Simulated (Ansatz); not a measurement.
What settings do to one calculation: (110) superlattice of 4 and 2 atomic planes of zincblende InP and GaP, in-plane a of GaP, 12 atoms

Ansatz (PAW, plane waves), atoms fixed. The base input:

```yaml
crystal:
  lattice:
    - [2.719244, -2.719244, 0.000000]
    - [0.000000, 0.000000, 5.438488]
    - [-8.926896, -8.926896, 0.000000]
  atoms:
    - { symbol: Ga, position: [0.003980, 0.996541, 0.697741] }
    - { symbol: Ga, position: [0.508168, 0.508858, 0.849015] }
    - { symbol: In, position: [0.002603, 0.980199, 0.998186] }
    - { symbol: In, position: [0.983696, 0.001390, 0.343349] }
    - { symbol: In, position: [0.493884, 0.510128, 0.518591] }
    - { symbol: In, position: [0.489458, 0.500351, 0.171669] }
    - { symbol: P, position: [0.991958, 0.256191, 0.521973] }
    - { symbol: P, position: [0.004432, 0.243383, 0.849056] }
    - { symbol: P, position: [0.996984, 0.254099, 0.175492] }
    - { symbol: P, position: [0.506122, 0.746936, 0.343662] }
    - { symbol: P, position: [0.488289, 0.749442, 0.690488] }
    - { symbol: P, position: [0.507313, 0.754928, 0.999312] }
kpoints:
  mp_grid: { grid: [4, 3, 1] }
hamiltonian:
  xc: pbesol
scf:
  occupations: { method: fermi_dirac, width: 0.01 }
output:
  forces: true
  eigenvalues: true
  stress: true
  populations: true
```

Command:

```sh
ansatz run in.yaml --threads 8 --pin off --max-ram 13300MiB --runs-dir r --events-out ev --progress --plain
```

It converged in 8 iterations and 5.3 s of wall time on a shared host; largest force component 2.95 eV/Å, pressure 8.45 GPa. The cutoff was the default, 420 eV. The base isn't a converged reference: it has few k points, and its atoms are unrelaxed. Each run below changes the keys shown and caps the iterations.

```tsv
run	changed	ending	iterations	free energy less the base (meV per atom)	rms change of forces (eV/Å)	change of pressure (GPa)	wall time (s, shared host)
1	max_iter 6, mixing beta 0.01	not converged	–	–	–	–	–
2	occupations methfessel_paxton, max_iter 60	converged	8	0.0	0.000	0.00	2.6 CPU
3	dispersion d3bjatm, xc_grid 1 (2 is the default), max_iter 90, total_charge 2	converged	10	other zero	0.196	-0.87	1.8 CPU
4	dr2_threshold 1e-05, max_iter 90, k points the Γ point alone	converged	7	1361.1	0.473	8.95	1 CPU
5	ecutwfc 550 eV, max_iter 60	converged	8	-1.0	0.000	-0.01	3.3 CPU
6	xc pbe, max_iter 100, k points the Γ point alone	converged	10	other zero	0.560	12.07	0.9 CPU
7	dispersion d4, occupations gaussian, max_iter 70	converged	8	other zero	0.004	-1.52	1.5 CPU
8	xc rpbe, max_iter 60, total_charge -2	converged	12	other zero	0.506	5.18	2.6 CPU
9	dispersion rvv10, accuracy high, max_iter 50	refused	–	–	–	–	–
10	dispersion d3bj, xc_grid 1 (2 is the default), max_iter 70	converged	8	other zero	0.004	-2.27	4.7 CPU
```

«Other zero»: another functional, charge or dispersion term moves the zero of energy, so the difference says nothing of accuracy.

Which changes leave the result alone, and which of the same physical model moves the forces most?

The forces move by under 0.002 eV/Å in runs 2, 5. Run 4 (dr2_threshold 1e-05, max_iter 90, k points the Γ point alone) moves them most among the runs with the same functional, charge and dispersion term, by 0.473 eV/Å.

Why did some runs give no result?

- run 1: did not converge after 6 iterations: dr2 = 4.79e-4 (threshold 1.00e-7), under the density mixer `msr1`, which `scf.mixing.algorithm: auto` chose by the deck's other keys (type `scf.mixing.algorithm: msr1` to keep it);
- run 9: inconsistent input (hamiltonian.dispersion, hamiltonian.xc): `dispersion: rvv10` has no transferable b for PBE exchange — Sabatini et al. (2013) fitted b=6.3 to rPW86, and the PBE refits of Peng & Perdew (2017) are task-dependent (b=6.6 S22 / b=10.0 layered). …
